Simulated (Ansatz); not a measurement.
Values for one crystal, relaxed and computed with PBEsol (plane waves, PAW; program Ansatz); other levels are named.

| Item | Result |
|---|---|
| Volume per atom | 18.41 Å³ |
| Electronic character | metallic (no gap) |
| Bulk modulus (Birch–Murnaghan fit) | 71.4 GPa |
| Mechanical stability | stable (all eigenvalues of C positive) |
| Density of states at the Fermi level | 0.79 states/eV per atom (mean over ±0.08 eV) |
| Elastic constants (relaxed ions, GPa) | C11 = 140, C12 = 27.0, C13 = 50.0, C33 = 145, C44 = 83.5 |
| Formation energy from the elements (no fitted shifts) | -0.63 eV/atom |

Which compound is it?
A. SiRh, P2_1/c (Si on 4e, Rh on 4e)
B. SiNi2, P6_3/mmc (Si on 2d, Ni on 2c, Ni on 2a)
C. Si2Ru, MoSi2 or CaC2 type
D. Yb3Si5, P-62m (Yb on 3f, Si on 2d, Si on 3g)

D, Yb3Si5, P-62m (Yb on 3f, Si on 2d, Si on 3g)

The workflow started from a Materials Project entry (that database holds measured and hypothetical structures alike); the Crystallography Open Database copy checked does not list it. Whether it is the stable phase at ambient conditions was not checked. Symmetry was held in the PBEsol relaxation; its stability against distortions is not shown here. No spin polarisation was allowed. The 4f shell is in the valence. No Hubbard U is applied. As this level gives no gap, shear constants depend on the k-mesh and smearing (Fermi–Dirac, 0.1 eV here). The references are the lowest solids computed at this level, not always the standard phases. Scalar-relativistic: spin–orbit coupling is off unless named, which matters more the heavier the elements.

Potentials: the later of the program's two PAW sets.
